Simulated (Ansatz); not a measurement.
**YHg (Pm-3m), a vibration from a frozen displacement**

Method: DFT r2SCAN, scalar-relativistic, plane waves, PAW in Ansatz 0.2.0. Settings: plane waves to 500 eV, k-mesh 14×14×14 (Γ-centred), Gaussian smearing 0.15 eV. Spin–orbit coupling is left out, which matters for the heavy elements here. No spin polarisation. Energies are free energies at this smearing, counted from the undisturbed cell; pressure is positive in compression.

The starting cell (as given, not relaxed at this level; it stands at 1.4 GPa, and it needn't be the usual structure):

```
Y Hg
1.0
     3.68200    0.00000    0.00000
     0.00000    3.68200    0.00000
     0.00000    0.00000    3.68200
Y Hg
1 1
Direct
  0.50000 0.50000 0.50000
  0.00000 0.00000 0.00000
```

Every Hg atom is moved by x along the Cartesian unit vector (-1.000, 0.000, 0.000); the cell and all other atoms stay fixed. The cell's volume is 49.92 Å³; the moved atoms weigh 200.592 u together and the others 88.906 u. Some rows repeat others by symmetry and weren't run.

| x (Å) | ΔE (meV/cell) | total force on the moved atoms along the move (eV/Å) | pressure (GPa) |
| --- | --- | --- | --- |
| -0.1000 | 11.90 | 0.2381 | 1.5812 |
| -0.0875 | 9.11 | 0.2083 | 1.5395 |
| -0.0750 | 6.69 | 0.1785 | 1.5033 |
| -0.0625 | 4.64 | 0.1487 | 1.4726 |
| -0.0500 | 2.97 | 0.1189 | 1.4475 |
| -0.0375 | 1.67 | 0.0892 | 1.4280 |
| -0.0250 | 0.74 | 0.0594 | 1.4140 |
| -0.0125 | 0.19 | 0.0297 | 1.4056 |
| 0.0000 | 0.00 | 0.0000 | 1.4028 |
| 0.0125 | 0.19 | -0.0297 | 1.4056 |
| 0.0250 | 0.74 | -0.0594 | 1.4140 |
| 0.0375 | 1.67 | -0.0892 | 1.4280 |
| 0.0500 | 2.97 | -0.1189 | 1.4475 |
| 0.0625 | 4.64 | -0.1487 | 1.4726 |
| 0.0750 | 6.69 | -0.1785 | 1.5033 |
| 0.0875 | 9.11 | -0.2083 | 1.5395 |
| 0.1000 | 11.90 | -0.2381 | 1.5812 |

Q: What frequency belongs to this motion?

A: The force constant is k = −dF/dx = 2.376 eV/Å², from the parabola through x = -0.0125, 0 and 0.0125. In every cell the moved atoms swing against the rest, so the mass is μ = m₁m₂/(m₁ + m₂) = 61.603 u, and ν̃ = 521.5 cm⁻¹ × √(|k|/μ) = 102 cm⁻¹, at this cell's pressure of 1.4 GPa. To first order in x, and within 1 %, the force on every atom lies along the move and, within each of the two groups, in proportion to the atom's mass, so this is itself a mode at the zone centre of this cell.

Q: How far does the harmonic law reach?

A: At x = -0.100 Å, kx²/2 = 11.88 meV against the computed 11.90 meV (+0.1 %): the well is still close to harmonic there.

In a metal these slopes depend on the k mesh and the smearing.